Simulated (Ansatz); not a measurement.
Te2Mo:
Space group P6₃/mmc (No. 194); a = b = 3.5464 Å, c = 14.2564 Å, α = β = 90.00°, γ = 120.00°

```
atom  site  symmetry       x       y       z
----  ----  --------  ------  ------  ------
Mo      2c      -6m2  0.3333  0.6667  0.2500
Te      4f       3m.  0.6667  0.3333  0.1243
```

Relaxed at zero pressure with DFT-r²SCAN+D4 in the program Ansatz with PAW potentials.

The volume is raised by 6 % and shape and atoms relax at that volume. What pressure results, and how do the axes share the change?

-1.2 GPa; a 0.6 %, b 0.6 %, c 4.7 %; the energy rises by 7 meV/atom.

Give the new structure.


Space group P6₃/mmc (No. 194); a = 3.568 Å, b = 3.568 Å, c = 14.931 Å, α = 90.00°, β = 90.00°, γ = 120.00°

```csv
atom,site,symmetry,x,y,z
Mo,2c,-6m2,0.3333,0.6667,0.2500
Te,4f,3m.,0.6667,0.3333,0.1302
```

The phase is kept; no other phase was compared at this pressure.

Space group P6_3/mmc. The cell was relaxed with r²SCAN+D4 under the symmetry of its start. The run is not spin-polarised. Spin–orbit coupling is left out wherever it is not named.

Potentials: the later of the program's two PAW sets.
